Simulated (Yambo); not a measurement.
Yambo run on Cs$_{2}$PdBr$_{6}$ (space group Fm-3m, No. 225). The wavefunctions are PBEsol (pw.x of Quantum ESPRESSO, ONCV potentials, no spin-orbit coupling) ones on a 2×2×2 mesh (39 occupied bands); a = b = c = 7.6058 Å, α = β = γ = 60.00°.

Yambo input:

```
rim_cut
gw0
dyson
el_el_corr
HF_and_locXC
ppa
em1d
RandQpts= 1000000
RandGvec= 1 Ry
EXXRLvcs= 82 Ry
VXCRLvcs= 328 Ry
Chimod= "HARTREE"
% BndsRnXp
 5 | 149 |
%
NGsBlkXp= 6 Ry
% LongDrXp
 1.0 | 1.0 | 1.0 |
%
PPAPntXp= 27.2114 eV
% GbndRnge
 1 | 320 |
%
GTermKind= "BG"
DysSolver= "n"
ExtendOut
% QPkrange
 1 | 1 | 39 | 39 |
 3 | 3 | 39 | 40 |
%
```

k points by index: 1 = Γ, 3 = X.

Table of the .qp output:

```
#    K-point    Band    Eo [eV]    E [eV]    E-Eo [eV]    Vxc [eV]    Vnlxc [eV]    Sc|Eo [eV]    Sc|E [eV]    dSc/dw|Eo [eV]    Re(Z)    Im(Z)
#
    1    39    0.000000    -0.813523    -0.813523    -13.06969    -16.84400    2.746810    2.960788    -7.155981    0.791777    -0.001576
    3    39    -0.023460    -0.834492    -0.811032    -13.02642    -16.78817    2.737658    2.950714    -7.147007    0.791983    -0.001577
    3    40    0.641964    1.520732    0.878768    -16.50128    -13.72413    -1.643233    -1.898384    -7.899943    0.774998    -0.001985
```
(The two width columns are left out.) Convergence of these settings isn't established.

Geometry of the Materials Project entry, not relaxed at this level.

The structure is a Materials Project entry; no match was found in the copy of COD used, and its stability was not checked.
